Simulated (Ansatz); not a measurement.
ZnSe:
Space group Pnma (No. 62); a = 6.509 Å, b = 4.123 Å, c = 6.925 Å, α = 90.00°, β = 90.00°, γ = 90.00°

```
atom  site  symmetry       x       y       z
----  ----  --------  ------  ------  ------
Zn      4c       .m.  0.1407  0.2500  0.8892
Se      4c       .m.  0.2411  0.7500  0.0587
```

Relaxed with r²SCAN+D4. r²SCAN+D4 (plane waves, PAW; program Ansatz) gives a gap of 2.02 eV.

**Question.** What gap does HSE06 give on the same cell (Ansatz, PAW)?

**Answer.** 2.53 eV, 0.51 eV more. The hybrid was solved on a coarser mesh and at special points; its gap is the smallest among all of these.

Cost on shared cores: the r²SCAN+D4 run (SCF on a 5×7×4 mesh, then bands and DOS) about 5 core-minutes (a rough figure), the HSE06 run (SCF on 3×4×3, then a few points) around 4 core-minutes (rough); the tasks are unlike.

The start of the workflow was typed in or built on a structure type; neither database checked (COD, Materials Project) lists it. It is not the phase usual at ambient conditions (space group No. 216). The cell was relaxed with r²SCAN+D4 under the symmetry of its start; its stability against distortions is not shown here. Scalar-relativistic: spin–orbit coupling is off unless named, which matters more the heavier the elements.

Potentials: the later of the program's two PAW sets.
